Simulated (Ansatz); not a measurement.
Starting cell, Cs$_{2}$AgBiBr$_{6}$ (double-perovskite type, space group Fm-3m):

```xyz
10
Lattice="0.0000 5.7385 5.7385 5.7385 0.0000 5.7385 5.7385 5.7385 0.0000" Properties=species:S:1:pos:R:3 pbc="T T T"
Cs     2.8692     2.8692     2.8692
Cs     8.6077     8.6077     8.6077
Ag     5.7385     5.7385     5.7385
Bi     0.0000     0.0000     0.0000
Br     2.8850     5.7385     5.7385
Br     8.5920     5.7385     5.7385
Br     5.7385     2.8850     5.7385
Br     5.7385     8.5920     5.7385
Br     5.7385     5.7385     2.8850
Br     5.7385     5.7385     8.5920
```

The atoms are displaced by Q × the pattern below (from a DFPT mode at Γ, largest move 1; Q in Å), at fixed cell. It is one choice among 2 degenerate patterns.

```tsv
atom	x	y	z
Br5	0.354	0.000	0.000
Br6	-0.354	0.000	0.000
Br7	0.000	0.646	0.000
Br8	0.000	-0.646	0.000
Br9	0.000	0.000	-1.000
Br10	0.000	0.000	1.000
```

Atoms not listed stay in place.

The numbers are results of PBE (plane waves to 420 eV, PAW, scalar-relativistic; Ansatz, a first-principles code), not measurements. k mesh 5×5×5 (Γ-centred), Fermi-Dirac smearing 0.05 eV. Energies are smeared free energies. Cs2AgBiBr6 was relaxed with its symmetry unable to fall. Spin-orbit coupling is left out, though Bi is heavy. The zero of ΔE is the undisplaced structure.

```json
[
 {"Q (Å)": "-0.180", "ΔE (meV/cell)": "189.7"},
 {"Q (Å)": "-0.150", "ΔE (meV/cell)": "132.2"},
 {"Q (Å)": "-0.120", "ΔE (meV/cell)": "withheld"},
 {"Q (Å)": "-0.090", "ΔE (meV/cell)": "48.4"},
 {"Q (Å)": "-0.060", "ΔE (meV/cell)": "21.8"},
 {"Q (Å)": "-0.030", "ΔE (meV/cell)": "5.5"},
 {"Q (Å)": "0.000", "ΔE (meV/cell)": "0.0"},
 {"Q (Å)": "0.030", "ΔE (meV/cell)": "5.8"},
 {"Q (Å)": "0.060", "ΔE (meV/cell)": "23.5"},
 {"Q (Å)": "0.090", "ΔE (meV/cell)": "54.2"},
 {"Q (Å)": "0.120", "ΔE (meV/cell)": "99.0"},
 {"Q (Å)": "0.150", "ΔE (meV/cell)": "159.2"},
 {"Q (Å)": "0.180", "ΔE (meV/cell)": "236.2"}
]
```

Problem. Fit a polynomial form (powers 2, 3, 4) to the given rows and predict ΔE at Q = -0.120.

Solution. Least squares on the 12 given rows: ΔE = (6255)·Q² + (3990)·Q³ + (9804)·Q⁴, in meV/cell with Q in Å; root-mean-square residual 0.03 meV/cell. At -0.120 the fit gives 85.2 meV/cell; the calculation gives 85.2 meV/cell, the same to the digits shown. The quadratic term alone would give 90.1 meV/cell.

(A displaced cell: forces are minus the slopes of the energy, force constants its curvatures, and phonons follow from these.)
